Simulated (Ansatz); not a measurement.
Given:

HfO₂:
```cif
data_Hf2O4
_chemical_formula_sum 'Hf2 O4'
_space_group_name_H-M_alt 'P 1'
_space_group_IT_number 1
_cell_length_a 3.53706
_cell_length_b 3.53706
_cell_length_c 5.10232
_cell_angle_alpha 90.000
_cell_angle_beta 90.000
_cell_angle_gamma 90.000
loop_
_space_group_symop_operation_xyz
  'x, y, z'
loop_
_atom_site_label
_atom_site_type_symbol
_atom_site_fract_x
_atom_site_fract_y
_atom_site_fract_z
_atom_site_occupancy
Hf1 Hf 0.00000 0.00000 0.00000 1
Hf2 Hf 0.50000 0.50000 0.50000 1
O1 O 0.00000 0.50000 0.20369 1
O2 O 0.00000 0.50000 0.70369 1
O3 O 0.50000 0.00000 0.29631 1
O4 O 0.50000 0.00000 0.79631 1
```

This is the LDA-relaxed structure.

All from plane-wave PAW LDA (Ansatz code), unless another level is named. Predict the formation energy from the elements (no fitted shifts).

-3.64 eV/atom.

Next, the smallest direct gap on the standard path?

4.62 eV.

And the band gap?

4.48 eV (indirect).

Give the valence-band maximum.

at A.

And the weight of the conduction-edge state by species (Voronoi cells)?

Hf 52 %, O 48 %.

What about the weight of the valence-edge state by species (Voronoi cells)?

O 95 %, Hf 5 %.

Space group P4_2/nmc. This is a known high-temperature phase of the composition, computed here at zero pressure and temperature. Symmetry was held in the LDA relaxation; phonons on a q-mesh show no instability. The run is not spin-polarised. The references are the lowest solids computed at this level, not always the standard phases (solids in place of the gases). Scalar-relativistic: spin–orbit coupling is off unless named, which matters more the heavier the elements.

Potentials: the later of the program's two PAW sets.
